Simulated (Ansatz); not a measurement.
# ScZn: reading a single point

```
Zn Sc
1.0
     3.39616    0.00000    0.00000
     0.00000    3.39616    0.00000
     0.00000    0.00000    3.39616
Zn Sc
1 1
Direct
  0.50000 0.50000 0.50000
  0.00000 0.00000 0.00000
```

Single point in Ansatz 0.2.0 with r2SCAN, no spin polarisation. Cutoff 500 eV, PAW datasets, 10×10×10 Γ-centred k mesh, fermi-dirac filling (width 0.1148 eV).

**Charges.** Bader charges in e: Sc +1.44, Zn -1.44. In the mean Sc gives up most and Zn takes most.
**Stress.** The pressure is -4.2 GPa (compression positive), so with the atoms held at these fractions the cell would first shrink.
**Contacts.** Zn–Sc at 2.94 Å: least valence density 0.15 e/Å³ and ELF 0.13 there. Zn–Zn at 3.40 Å: least valence density 0.14 e/Å³ and ELF 0.53 there. Sc–Sc at 3.40 Å: least valence density 0.10 e/Å³ and ELF 0.18 there. Both are smooth PAW fields, read partly inside the augmentation spheres.
**At the Fermi level.** It is a metal, with about 1.7 states/eV a cell as the mean within 0.25 eV of the Fermi level, mostly Sc d (78 %).

Origin: a database entry at a rescaled volume.
